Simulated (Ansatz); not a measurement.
For a tunnel junction or a leaky gate film, the slowest evanescent state at the electrodes' Fermi level sets the resistance.

The reference row is sapphire. The Fermi level is put at mid-gap. Of the planes computed for each crystal, the one with the slowest decay is listed. Wanted: the thickness for 6 decades of attenuation, and how many decades a 1.0 nm film gains over the reference.

Levels of theory (Ansatz, a plane-wave PAW program): plane, in the cell as filed, gap, decay constant k, slowest state: r²SCAN, complex band structure, on cells taken as filed or relaxed beforehand.

Not checked to be the ambient phase: RbGaH2 (Pnma, oP16). No claim is made that these are known or stable phases: GaAlN2 (P3m1, hP4). Over 15 meV/atom above the lowest phase of their formula at hand: α-Ga2O3 (18 meV/atom, r²SCAN). Cells under pressure at the level used (negative: too large): sapphire −7 GPa. Spin–orbit coupling is left out unless named; it moves the gap of α-Ga2O3, GaAlN2 (P3m1, hP4) by under 0.05 eV; no shift is given for RbGaH2 (Pnma, oP16).

| crystal | plane, in the cell as filed | gap on the mesh (eV) | k at mid-gap (1/Å) | planes computed | slowest state |
|---|---|---|---|---|---|
| RbGaH2 (Pnma, oP16) | (001) | 1.78 | 0.306 | 1 | off Γ |
| α-Ga2O3 | (001) | 3.50 | 0.244 | 2 | at Γ |
| sapphire (α-Al2O3), reference | (001) | 6.77 | 0.391 | 2 | at Γ |
| GaAlN2 (P3m1, hP4) | (001) | 3.37 | 0.225 | 1 | at Γ |

Working rules: decades per nm = 2k × 10 Å/ln 10 = 8.686 k; thickness = 6/(decades per nm); extra decades of a 1.0 nm film = 1.0 × (row − reference).

Q: Work out decades per nm, thickness and decades beyond the reference for RbGaH2 (Pnma, oP16).

A: 
- decades per nm: 8.686 × 0.306 = 2.658
- thickness: 6/2.658 = 2.26 nm
- decades beyond the reference: 1.0 × (2.658 − 3.396) = −0.7

Q: Rank all rows by decades per nm, highest first.

A: The same steps for every row:

```
crystal                        decades per nm  thickness (nm)  decades beyond the reference
-----------------------------  --------------  --------------  ----------------------------
RbGaH2 (Pnma, oP16)                     2.658            2.26                          −0.7
α-Ga2O3                                 2.119            2.83                          −1.3
sapphire (α-Al2O3), reference           3.396            1.77                           0.0
GaAlN2 (P3m1, hP4)                      1.954            3.07                          −1.4
```

By decades per nm (highest first): sapphire (3.396 ± 0.20), RbGaH2 (Pnma, oP16) (2.658 ± 0.16), α-Ga2O3 (2.119 ± 0.13) ≈ GaAlN2 (P3m1, hP4) (1.954 ± 0.12). The ± follows from allowances picked for this note (decay constant k 6 %), carried to first order and added in quadrature; ≈ joins neighbours closer than their two ± added in quadrature. At the edge of that rule, so that a last digit could turn the call: α-Ga2O3 and GaAlN2 (P3m1, hP4). On this figure 0 of 3 candidates do clearly better than the reference.

The gaps are the functional's own, as a rule smaller than measured ones, and k shrinks with them; planes not computed could decay more slowly; interface matching and symmetry filtering by the electrodes are not included. Where several phases of a formula are at hand, those over 0.1 eV/atom above the lowest were not drawn (by r²SCAN where it compared them, else by the largest value; a layered or molecular lowest phase counts only with a dispersion term); other phases could lie lower still. Crystals of Pb, Bi, Tl or Hg, those whose gap spin–orbit coupling moves by over 0.3 eV, and those of Te, I or Sb with no such test at hand were not drawn. The rows are a sample and no shortlist: familiar crystals first, some related and some not, whatever their agreement with measurement; tables with many equal figures were not kept. Limits of the draw: gap over 1 eV, no layered crystals, primitive or conventional cells alone; no unfamiliar magnets, and cubic perovskites only if shown or known to be stable. As a rule kept out of such tables: 4f compounds, open-shell compounds run without a Hubbard term, cells found unstable in the tests at hand, cells close to a higher symmetry, and runs set to a pressure or over 12 % in volume from the crystal's fullest run.
